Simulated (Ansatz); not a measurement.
Collinear states of TiO

Level of theory: Ansatz 0.2.0, DFT r2SCAN+U, scalar-relativistic, plane waves, PAW.

```
Ti O
1.0
     0.00000    2.33423    2.33423
     2.33423    0.00000    2.33423
     2.33423    2.33423    0.00000
Ti O
1 1
Direct
  0.00000 0.00000 0.00000
  0.25000 0.25000 0.25000
```

The plane-wave cutoff is 500 eV. The Γ-centred k-mesh is 16×16×16 and the occupation rule is Gaussian smearing, 0.1 eV. The U_eff on Löwdin-orthogonalised atomic d orbitals is Ti 4 eV. The list of starting moments (μB, in atom order) is 2.5 0. The check for lower electronic states after the SCF is asked for but not made.

All runs keep this geometry, which isn't relaxed for the lowest state (largest force there 0.000 eV/Å, pressure 26.9 GPa; forces reach 0.11 eV/Å in another state) and needn't be a stable compound; relaxing each order would shift the differences by some 190 meV/atom, going by the pressures and a bulk modulus of about 150 GPa. A propagation vector, in units of the reciprocal vectors, doubles the cell, which takes an equally dense mesh. r2SCAN tends to overstate moments in metals, so a weak moment here may be absent in the real material. Site moments are spin moments in atom-centred spheres that scale with the neighbour distance. The states are those that the runs reached from these starts; a lower one can exist.

Starts tried: no spin; large parallel starting moments; antiferromagnetic, doubled cell, propagation vector (0, 0, 1/2); antiferromagnetic, doubled cell, propagation vector (0, 1/2, 1/2). Which state comes out lowest, and what are the moments?

The lowest state is ferromagnetic, reached from the start “large parallel starting moments”, with site moments (μB) Ti +1.33.

```
                                                            start ends energy above lowest (meV/atom) site moments (μB) gap on mesh (eV) P (GPa)
                                                          no spin non-magnetic                             449      none over 0.05             metal      0.0
                                  large parallel starting moments ferromagnetic                            0.00            Ti +1.33             metal     26.9
  antiferromagnetic, doubled cell, propagation vector (0, 0, 1/2) antiferromagnetic                            10.5  Ti +1.29, Ti -1.29              0.21     27.1
antiferromagnetic, doubled cell, propagation vector (0, 1/2, 1/2) antiferromagnetic                             106  Ti +1.11, Ti -1.11             metal     21.1
```

Cost: 4 runs of about 6.5 core-minutes in all, on AMD EPYC 9R45 (Zen 5) (shared hosts).